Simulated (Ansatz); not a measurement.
FeCo3 (Cu3Au type, space group No. 221) under volume change, r²SCAN in the plane-wave PAW code Ansatz, scaled uniformly.

```csv
V (Å³/atom),E − E(relaxed) (meV/atom),P (GPa)
10.068,65.6,23.35
10.399,27.3,13.93
10.731,6.6,6.42
11.063,0.0,0.00
11.395,6.1,-5.69
11.727,22.9,-10.49
12.059,49.0,-14.54
```

What does a third-order Birch–Murnaghan fit give for V₀, B₀ and B′?

V₀ = 11.06 Å³/atom, B₀ = 202 GPa, B′ = 4.4.

Space group Pm-3m (Cu3Au type). The workflow started from a Materials Project entry (that database holds measured and hypothetical structures alike); the Crystallography Open Database copy checked does not list it. Whether it is the stable phase at ambient conditions was not checked. Symmetry was held in the r²SCAN relaxation; its stability against distortions is not shown here. Spin order of the final state: ferromagnetic, chosen from 5 collinear starts compared on coarse meshes (ties went to the first, and starts can fall back to one state), not a proven ground state. Other orbital occupations within this spin state were not tried.

Potentials: the later of the program's two PAW sets.
